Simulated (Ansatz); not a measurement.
HfC (rock salt, Fm-3m) at seven volumes, PBE in the plane-wave PAW code Ansatz, scaled uniformly. One row is withheld.

```
V (Å³/atom)  P (GPa)
-----------  -------
11.447         26.49
11.824         16.30
12.201             ?
12.579          0.00
12.956         -6.50
13.333        -12.11
13.711        -16.95
```

Task: Fit the shown pressures and predict the withheld one.

Result: Third-order Birch–Murnaghan: P = (3/2)B₀(x^(7/2) − x^(5/2))[1 + (3/4)(B′ − 4)(x − 1)] with x = (V₀/V)^(2/3). Least squares on the six rows gives V₀ = 12.579 Å³/atom, B₀ = 233.2 GPa, B′ = 3.95. At V = 12.201, x = 1.0205 and P = 7.56 GPa. The run itself gave 7.54 GPa.

The PBE relaxation kept the symmetry of its start. The run is not spin-polarised. Scalar-relativistic: spin–orbit coupling is off unless named, which matters more the heavier the elements.

Potentials: the earlier of the program's two PAW sets.
